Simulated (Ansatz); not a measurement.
Emptying NaGa$_{4}$ of Na

Theory: DFT r2SCAN, scalar-relativistic, plane waves, PAW in Ansatz.

Settings: cutoff 500 eV, Γ-centred mesh 10×10×10 on the computed 5-atom cell, Gaussian smearing of 0.10 eV; no spin polarisation for the host; each changed cell takes a mesh and smearing chosen by its own gap and starts from the host's moments or customary ones, or runs without spin. Cells and atoms are relaxed to the nearest stationary point that keeps the symmetry of their start (forces under 0.02 to 0.04 eV/Å, stress under 0.1 to 0.2 GPa); energies are at zero smearing, without zero-point or thermal terms.

Relaxed NaGa$_{4}$ (gap on the mesh 0 eV):

```
Na Ga
1.0
    -2.09840    2.09840    5.56226
     2.09840   -2.09840    5.56226
     2.09840    2.09840   -5.56226
Na Ga
1 4
Direct
  0.00000 0.00000 0.00000
  0.38914 0.38914 0.00000
  0.61086 0.61086 0.00000
  0.75000 0.25000 0.50000
  0.25000 0.75000 0.50000
```

Cases, by atom numbers of the cell above: (1) atom 1 removed.

**Question.** Give for each case the energy to move one Na into Na metal, the mean voltage and the change of the cell.

**Answer.**
```
case formula energy per Na (eV) mean voltage against Na (V)  ΔV (%) principal strains (%) space group gap (eV)
   1       Ga                1.32                         1.32    -9.1         +4.4 -6.7 -6.7       I4/mmm         0
```

**Question.** What happens when all Na is exchanged for Li?

**Answer.** The exchange against the metals takes 0.17 eV per ion, the volume changes by -4.8 % (I4/mmm, gap 0 eV), and the mean voltage of Li over the emptied host is 1.15 V.

Emptied cells are the nearest stationary points that keep their symmetry and need not be the stable phases of those compositions. In an alloy the metal atoms rearrange easily as Na leaves, so real voltages are set by the stable phases and can be far lower. Voltages count 1 electron per Na.

Cost: 3 runs of about 9 core-minutes in all, on Arm Neoverse V2 (shared hosts).